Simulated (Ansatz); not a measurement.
Data:

Pt (fcc, Cu type)

```
Pt
1.0
    0.00000     3.97027     3.97027
    1.98513     0.00000     1.98513
    1.98513     1.98513     0.00000
Pt
2
Direct
  0.00000   0.00000   0.00000
  0.50000   0.00000   0.00000
```

A phonon eigenvector at L = (0.5, 0.0, 0.0) is frozen into this cell: atom i moves by Q times the vector below, so Q is the largest atomic displacement, in Å. The cell is held. (q is in reciprocal vectors of the primitive cell; the cell shown is doubled to hold the pattern.)

| atom | x | y | z |
|---|---|---|---|
| Pt1 | 0.577 | -0.577 | -0.577 |
| Pt2 | -0.577 | 0.577 | 0.577 |

The numbers are results of PBE (plane waves to 420 eV, PAW, scalar-relativistic; Ansatz, an electronic-structure program), not measurements. k mesh 10×20×20 (Γ-centred), Fermi-Dirac smearing 0.05 eV. Energies are smeared free energies. With partly filled bands, energies and forces of such displacements shift with the k mesh and the smearing. Pt is run without spin polarisation. Pt was relaxed with its symmetry unable to fall. Spin-orbit coupling is left out, though Pt is heavy. ΔE is measured from the undisplaced structure.

The scan covers Q from -0.100 to 0.100 Å in 13 points.

Q: Is this a single well or a double well?

A: A single well with its minimum at or next to zero displacement.

Q: Which space group does the distorted structure have?

A: R-3m (No. 166), lowered from Fm-3m.

Q: What is the energy change at Q = 0.100 Å?

A: 252 meV/cell.

Q: What harmonic wavenumber does the curvature at Q = 0 give?

A: 185 cm⁻¹.

(A displaced cell: forces are minus the slopes of the energy, force constants its curvatures, and phonons follow from these.)
